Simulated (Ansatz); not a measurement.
**Two states of La2NiO4**

```
La Ni O
1.0
    -1.94691    1.94691    6.36356
     1.94691   -1.94691    6.36356
     1.94691    1.94691   -6.36356
La Ni O
2 1 4
Direct
  0.36140 0.36140 0.00000
  0.63860 0.63860 0.00000
  0.00000 0.00000 0.00000
  0.50000 0.00000 0.50000
  0.00000 0.50000 0.50000
  0.17700 0.17700 0.00000
  0.82300 0.82300 0.00000
```

The numbers come from plane-wave PAW DFT (Ansatz): r2SCAN, with U_eff = 6.38 eV on Ni d (all-electron-ortho-atomic projectors), 500 eV, 6×6×6 Γ-centred k points, fermi-dirac occupations (width 0.0152 eV). Nothing was relaxed.

State A: no moments (no spin polarisation). State B: Ni3 up (collinear spin).

**Question.** Compare the two self-consistent states.

**Answer.** State B is lower by 277.0 meV an atom at zero smearing.

```json
{"state": "A", "free energy (meV/atom)": "277.0", "largest moment in a small sphere (μB)": "0.00", "net moment (μB/cell)": "0.00", "gap on mesh (eV)": "1.05", "pressure (GPa)": "-4.9", "largest force (eV/Å)": "1.38"}
{"state": "B", "free energy (meV/atom)": "0.0", "largest moment in a small sphere (μB)": "1.73", "net moment (μB/cell)": "2.00", "gap on mesh (eV)": "0.44", "pressure (GPa)": "-1.6", "largest force (eV/Å)": "0.69"}
```

Origin: a database entry at a rescaled volume. Caveats: gaps of Fe, Co and Ni magnets come out low on these datasets.
